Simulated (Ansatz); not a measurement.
## Profile along the Al–Al line in ScAl3 (Cu3Au type)

ScAl3 (Cu3Au type)

```cif
data_Al3Sc
_chemical_formula_sum 'Al3 Sc1'
_space_group_name_H-M_alt 'Pm-3m'
_space_group_IT_number 221
_space_group_name_Hall '-P 4 2 3'
_cell_length_a 4.10550
_cell_length_b 4.10550
_cell_length_c 4.10550
_cell_angle_alpha 90.000
_cell_angle_beta 90.000
_cell_angle_gamma 90.000
loop_
_atom_site_label
_atom_site_type_symbol
_atom_site_symmetry_multiplicity
_atom_site_Wyckoff_symbol
_atom_site_fract_x
_atom_site_fract_y
_atom_site_fract_z
_atom_site_occupancy
Al1 Al 3 c 0.00000 0.50000 0.50000 1
Sc1 Sc 1 a 0.00000 0.00000 0.00000 1
```

Fields along a shortest Al–Al line of a {110} plane (2.90 Å), from Al to Al, interpolated on the slice's grid (step about 0.2 Å). Level of theory: PBE (plane waves to 420 eV, PAW, scalar-relativistic; Ansatz, a quantum-chemistry and plane-wave program). k mesh 11×11×11. Inside the PAW spheres the values are not all-electron values, and peaks at nuclei hang on which shells count as valence. ScAl3 is run without spin polarisation. ScAl3 was relaxed with its symmetry unable to fall.

```tsv
distance from Al (Å)	valence electron density (e/Å³)	electron localisation function
0.00	0.06	x
0.14	0.06	x
0.29	0.07	x
0.44	0.09	x
0.58	0.13	0.09
0.72	0.17	0.35
0.87	0.21	0.57
1.02	0.22	0.67
1.16	0.22	0.69
1.30	0.21	0.69
1.45	0.20	0.69
1.59	0.21	0.69
1.74	0.22	0.69
1.89	0.22	0.67
2.03	0.21	0.57
2.17	0.17	0.35
2.32	0.13	0.09
2.47	0.09	x
2.61	0.07	x
2.75	0.06	x
2.90	0.06	x
```

x: too close to a nucleus for the ELF to mean much.

Density on the Al–Al line (2.90 Å) at its midpoint: 0.20 e/Å³. ELF at that point: 0.69. ELF maximum in the middle third of the Al–Al line: 0.69, 1.2 Å from Al.
